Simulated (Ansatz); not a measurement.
The start is a generated cell, SiRu built in the AFLOW prototype AB_oC8_65_j_g (as in VIr). A full variable-cell relaxation at zero pressure is run with r2SCAN (plane waves to 500 eV, PAW, scalar-relativistic; Ansatz, a program for electronic structure). The first steps use a coarse 5×5×8 k-mesh.

Starting cell:
```
CELL_PARAMETERS angstrom
      3.07577    -3.48014     0.00000
      3.07577     3.48014     0.00000
      0.00000     0.00000     2.88054
ATOMIC_POSITIONS crystal
  Si 0.78000 0.22000 0.50000
  Si 0.22000 0.78000 0.50000
  Ru 0.28000 0.28000 0.00000
  Ru 0.72000 0.72000 0.00000
```

| Quantity | Result |
|---|---|
| Initial pressure | -31 GPa (negative: the cell is under tension) |
| Outcome | The space group goes from Cmmm (No. 65) to Pm-3m (No. 221); the end is CsCl type, with 2 atoms in the primitive cell |
| Energy released | 0.68 eV/atom |
| Volume change | -19.8 %, from 15.42 to 12.36 Å³/atom |
| Shortest distances (start → end) | The closest pairs of elements (up to four, under 3.6 Å), start → end: Ru–Si 2.72 → 2.52 Å; Ru–Ru 2.71 → 2.91 Å; Si–Si 2.88 → 2.91 Å |
| Optimiser moves | 12 |

It ends as:

Space group Pm-3m (No. 221); a = b = c = 2.9131 Å, α = β = γ = 90.00°

```
atom  site  symmetry       x       y       z
----  ----  --------  ------  ------  ------
Si      1b      m-3m  0.5000  0.5000  0.5000
Ru      1a      m-3m  0.0000  0.0000  0.0000
```

Final values are on a 16×16×16 k-mesh of the relaxed cell. No spin polarisation in the result.

The run could not lose the symmetry of its start; a randomly shaken copy of 4 atoms returns to this structure.

The first start was generated by placing the elements on the sites of a structure type. Materials Project lists a structure of SiRu in the same space group, Pm-3m (No. 221); the sites were not compared with it, nor with measured phases.
